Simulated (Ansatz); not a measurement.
GaP:
```cif
data_Ga2P2
_chemical_formula_sum 'Ga2 P2'
_space_group_name_H-M_alt 'P63mc'
_space_group_IT_number 186
_space_group_name_Hall 'P 6c -2c'
_cell_length_a 3.84207
_cell_length_b 3.84207
_cell_length_c 6.33696
_cell_angle_alpha 90.000
_cell_angle_beta 90.000
_cell_angle_gamma 120.000
loop_
_atom_site_label
_atom_site_type_symbol
_atom_site_symmetry_multiplicity
_atom_site_Wyckoff_symbol
_atom_site_fract_x
_atom_site_fract_y
_atom_site_fract_z
_atom_site_occupancy
Ga1 Ga 2 b 0.33333 0.66667 0.00011 1
P1 P 2 b 0.33333 0.66667 0.37389 1
```

Relaxed with r²SCAN.

Q: Which orbitals make up the states near the band edges in r²SCAN in the plane-wave PAW code Ansatz?

A: Top 1 eV of the valence band: P 3p 79 %, Ga 4p 18 %. Bottom 1 eV of the conduction band: Ga 4p 30 %, Ga 4s 24 %, P 3p 19 %, P 3s 16 %, outside the projected shells 11 %. Projections are on Löwdin-orthogonalised atomic valence shells; empty p or d shells of many metals are not among them.

Q: Tabulate the density of states.

A: States/eV per cell of 4 atoms, in 0.25 eV bins, energy from the valence-band maximum.

| E (eV) | total | P 3p | Ga 4p | Ga 4s |
|---|---|---|---|---|
| -7.85 | 0.00 | 0.00 | 0.00 | 0.00 |
| -7.60 | 0.00 | 0.00 | 0.00 | 0.00 |
| -7.35 | 0.00 | 0.00 | 0.00 | 0.00 |
| -7.10 | 0.75 | 0.35 | 0.05 | 0.33 |
| -6.85 | 2.99 | 1.36 | 0.19 | 1.34 |
| -6.60 | 2.30 | 1.04 | 0.22 | 0.89 |
| -6.35 | 1.38 | 0.62 | 0.14 | 0.49 |
| -6.10 | 1.34 | 0.61 | 0.14 | 0.45 |
| -5.85 | 1.31 | 0.59 | 0.14 | 0.41 |
| -5.60 | 0.95 | 0.43 | 0.10 | 0.28 |
| -5.35 | 0.77 | 0.36 | 0.09 | 0.21 |
| -5.10 | 0.66 | 0.31 | 0.08 | 0.17 |
| -4.85 | 0.69 | 0.33 | 0.10 | 0.15 |
| -4.60 | 0.67 | 0.35 | 0.17 | 0.09 |
| -4.35 | 1.55 | 0.86 | 0.49 | 0.12 |
| -4.10 | 1.58 | 0.89 | 0.50 | 0.11 |
| -3.85 | 1.48 | 0.84 | 0.44 | 0.11 |
| -3.60 | 1.92 | 1.12 | 0.58 | 0.12 |
| -3.35 | 2.03 | 1.22 | 0.63 | 0.10 |
| -3.10 | 2.06 | 1.27 | 0.62 | 0.09 |
| -2.85 | 2.64 | 1.67 | 0.79 | 0.09 |
| -2.60 | 2.39 | 1.54 | 0.70 | 0.07 |
| -2.35 | 3.22 | 2.12 | 0.93 | 0.08 |
| -2.10 | 2.95 | 1.99 | 0.81 | 0.06 |
| -1.85 | 3.96 | 2.75 | 1.06 | 0.05 |
| -1.60 | 2.59 | 1.84 | 0.66 | 0.03 |
| -1.35 | 2.11 | 1.54 | 0.50 | 0.02 |
| -1.10 | 1.47 | 1.09 | 0.32 | 0.02 |
| -0.85 | 1.00 | 0.77 | 0.20 | 0.01 |
| -0.60 | 0.71 | 0.57 | 0.12 | 0.00 |
| -0.35 | 0.41 | 0.34 | 0.06 | 0.00 |
| -0.10 | 0.12 | 0.10 | 0.01 | 0.00 |
| 0.15 | 0.00 | 0.00 | 0.00 | 0.00 |
| 0.40 | 0.00 | 0.00 | 0.00 | 0.00 |
| 0.65 | 0.00 | 0.00 | 0.00 | 0.00 |
| 0.90 | 0.00 | 0.00 | 0.00 | 0.00 |
| 1.15 | 0.00 | 0.00 | 0.00 | 0.00 |
| 1.40 | 0.00 | 0.00 | 0.00 | 0.00 |
| 1.65 | 0.00 | 0.00 | 0.00 | 0.00 |
| 1.90 | 0.59 | 0.09 | 0.18 | 0.14 |
| 2.15 | 1.25 | 0.22 | 0.38 | 0.31 |
| 2.40 | 1.59 | 0.30 | 0.48 | 0.39 |
| 2.65 | 2.31 | 0.47 | 0.71 | 0.54 |
| 2.90 | 2.74 | 0.62 | 0.85 | 0.59 |
| 3.15 | 2.47 | 0.61 | 0.70 | 0.55 |
| 3.40 | 2.53 | 0.70 | 0.58 | 0.65 |
| 3.65 | 2.03 | 0.61 | 0.54 | 0.42 |
| 3.90 | 1.47 | 0.35 | 0.59 | 0.18 |
| 4.15 | 2.97 | 0.65 | 1.29 | 0.28 |
| 4.40 | 3.62 | 0.74 | 1.67 | 0.32 |
| 4.65 | 2.15 | 0.50 | 0.96 | 0.20 |
| 4.90 | 3.25 | 0.69 | 1.59 | 0.22 |
| 5.15 | 2.78 | 0.62 | 1.30 | 0.18 |
| 5.40 | 1.81 | 0.40 | 0.84 | 0.10 |
| 5.65 | 2.45 | 0.53 | 1.09 | 0.13 |
| 5.90 | 2.94 | 0.63 | 1.30 | 0.16 |
| 6.15 | 2.10 | 0.44 | 0.93 | 0.10 |
| 6.40 | 1.78 | 0.36 | 0.76 | 0.08 |

Space group P6_3mc (wurtzite). The workflow started from a Materials Project entry (that database holds measured and hypothetical structures alike); the Crystallography Open Database copy checked does not list it. It is not the phase usual at ambient conditions (space group No. 216). Symmetry was held in the r²SCAN relaxation; its stability against distortions is not shown here. Spin–orbit coupling is left out wherever it is not named.

Potentials: the later of the program's two PAW sets.
